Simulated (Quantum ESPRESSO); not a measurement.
**Kohn-Sham bands of AlAsO₄ (I-4)**

```
AlAsO4
1.0
    5.07809     0.00000     0.00000
    0.00000     5.07809     0.00000
   -2.53905    -2.53905     3.76408
Al As O
1 1 4
Cartesian
  0.00000   0.00000   0.00000
  0.00000  -2.53905   1.88204
  0.66432  -1.31137   0.94403
 -1.31137  -0.66432  -0.94403
 -0.66432   1.31137   0.94403
  1.31137   0.66432  -0.94403
```

Structure: Materials Project mp-7849, symmetrised, not relaxed again. Not found in the COD (Crystallography Open Database) copy used, which has the formula in other groups; not checked further. Computed values, not measurements, from PBEsol: Quantum ESPRESSO (norm-conserving PseudoDojo potentials, cutoff 68 Ry, spinors with spin-orbit coupling) on a Γ-centred 4×4×4 mesh, then Wannier90. Density: 8×8×8 mesh, cold smearing 0.01 Ry.

Question: List the Kohn-Sham levels between −8 and 7.6 eV relative to the valence-band maximum at the high-symmetry points, as a band run of pw.x on that density gives them (levels within 2 meV counted together).

Answer: 
| point | k (reciprocal lattice) | levels (eV) |
|---|---|---|
| Γ | 0.000 0.000 0.000 | -4.89 (×2), -4.82 (×2), -4.43 (×2), -1.91 (×2), -1.24 (×2), -0.98 (×2), -0.85 (×2), -0.83 (×2), -0.73 (×2), -0.01 (×2), 0.00 (×2), 4.58 (×2) |
| X | 0.500 -0.500 0.000 | -7.89 (×2), -5.80 (×2), -4.25 (×2), -4.16 (×2), -2.03 (×2), -1.93 (×2), -1.36 (×2), -1.29 (×2), -0.52 (×2), -0.30 (×2), -0.10 (×2), -0.08 (×2), 6.40 (×2) |
| P | 0.500 -0.500 0.250 | -7.89, -7.89, -5.77, -5.72, -4.38, -4.29, -4.27, -4.25, -1.97, -1.96, -1.90, -1.89, -1.31, -1.29, -1.12, -1.11, -0.57, -0.56, -0.37, -0.36, -0.17, -0.16, -0.13, -0.12, 6.33, 6.33 |
| N | 0.000 -0.500 0.500 | -5.19 (×2), -4.62 (×2), -4.27 (×2), -2.15 (×2), -1.68 (×2), -1.30 (×2), -0.97 (×2), -0.83 (×2), -0.45 (×2), -0.13 (×2), -0.05 (×2), 6.04 (×2) |
| M | 0.000 0.000 0.500 | -7.76 (×2), -5.33 (×2), -4.33 (×2), -4.27 (×2), -1.91 (×2), -1.62 (×2), -1.39 (×2), -1.38 (×2), -1.37 (×2), -0.81 (×2), -0.01 (×2), -0.01 (×2), 6.68 (×2) |
| S | 0.000 -0.272 0.636 | -7.84 (×2), -5.41, -5.36, -4.45, -4.42, -4.25, -4.19, -2.03, -2.02, -1.84, -1.82, -1.48, -1.47, -1.18, -1.17, -0.78 (×2), -0.68, -0.67, -0.16, -0.15, -0.04, -0.04, 6.53, 6.53 |
| S_0 | 0.000 -0.728 0.364 | -7.84 (×2), -5.41, -5.36, -4.45, -4.42, -4.25, -4.19, -2.03, -2.02, -1.84, -1.82, -1.48, -1.47, -1.18, -1.17, -0.78 (×2), -0.68, -0.67, -0.16, -0.15, -0.04, -0.04, 6.53, 6.53 |
| R | 0.272 -0.728 0.228 | -7.83 (×2), -5.61, -5.56, -4.35, -4.28, -4.24, -4.21, -2.08, -2.07, -1.88, -1.86, -1.53, -1.51, -1.13, -1.13, -0.67, -0.66, -0.46, -0.45, -0.15, -0.13, -0.12, -0.11, 6.50, 6.50 |
| G | 0.272 -0.272 0.500 | -7.83 (×2), -5.61, -5.56, -4.35, -4.28, -4.24, -4.21, -2.08, -2.07, -1.88, -1.86, -1.53, -1.51, -1.13, -1.13, -0.67, -0.66, -0.46, -0.45, -0.15, -0.13, -0.12, -0.11, 6.50, 6.50 |
